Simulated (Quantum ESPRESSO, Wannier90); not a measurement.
## Tight-binding from DFT: CuRhO$_{2}$ (R-3m)

```
begin unit_cell_cart
ang
   -1.5429549018    2.6724762836    0.0000000000
   -3.0859098035    0.0000000000    0.0000000000
   -1.5429549018    0.8908254279    5.6884470000
end unit_cell_cart
begin atoms_frac
Cu   0.0000000000  0.0000000000  0.0000000000
Rh   0.5000000000  0.5000000000  0.5000000000
O    0.1071630000  0.1071630000 -0.3214890000
O   -0.1071630000 -0.1071630000  0.3214890000
end atoms_frac
```

Structure: Materials Project mp-14116, symmetrised, not relaxed again. COD (Crystallography Open Database) has an entry of this formula and space group (matched by these alone). Method: PBEsol plane waves in Quantum ESPRESSO 7.5 (PseudoDojo norm-conserving files, 74 Ry, spinors with spin-orbit coupling), Bloch states on a 6×6×6 mesh through Γ, Wannier90 4.0.1. Density: 12×12×12 mesh, Gaussian smearing 0.01 Ry. A non-magnetic state is assumed, with no Hubbard U; filled 3d bands tend to lie too high at this level.

A tight-binding model is made by disentanglement and projection with no localisation steps (num_iter = 0), so the 32 orbitals stay atom-like: hydrogen-like Cu: d; Rh: d; O: p, axes along x, y, z; frozen window up to 2.12 eV relative to the valence-band maximum. It follows pw.x to 16 meV rms for states up to 1.6 eV relative to the valence-band maximum. Matrix elements depend on this choice of orbitals and windows.

**Question.** What are the on-site energies relative to the valence-band maximum, and how fast do the hoppings decay?

**Answer.** 
| atom | orbitals | energy (eV) |
|---|---|---|
| Cu1 | dz2↑ dz2↓ | -2.55 |
| Cu1 | dxz↑ dxz↓ dyz↑ dyz↓ | -2.15 |
| Cu1 | dx2-y2↑ dx2-y2↓ dxy↑ dxy↓ | -1.88 |
| Rh2 | dz2↑ dz2↓ | -1.72 |
| Rh2 | dxz↑ dxz↓ dyz↑ dyz↓ | -1.20 |
| Rh2 | dx2-y2↑ dx2-y2↓ dxy↑ dxy↓ | -1.51 |
| O3 | pz↑ pz↓ | -4.89 |
| O3 | px↑ px↓ py↑ py↓ | -3.97 |
| O4 | pz↑ pz↓ | -4.89 |
| O4 | px↑ px↓ py↑ py↓ | -3.97 |

```tsv
distance of the centres (Å)	largest modulus (eV)
1–2	1.2
2–3	1.6
3–4	0.43
4–5	0.11
5–6	0.041
6–7	0.033
```

Effective spin-orbit constants λ of λ L·S, from the same-site elements px↑–py↑ (λ/2) and dx2-y2↑–dxy↑ (λ), where they are among the larger elements: Rh2 d 0.16 eV.
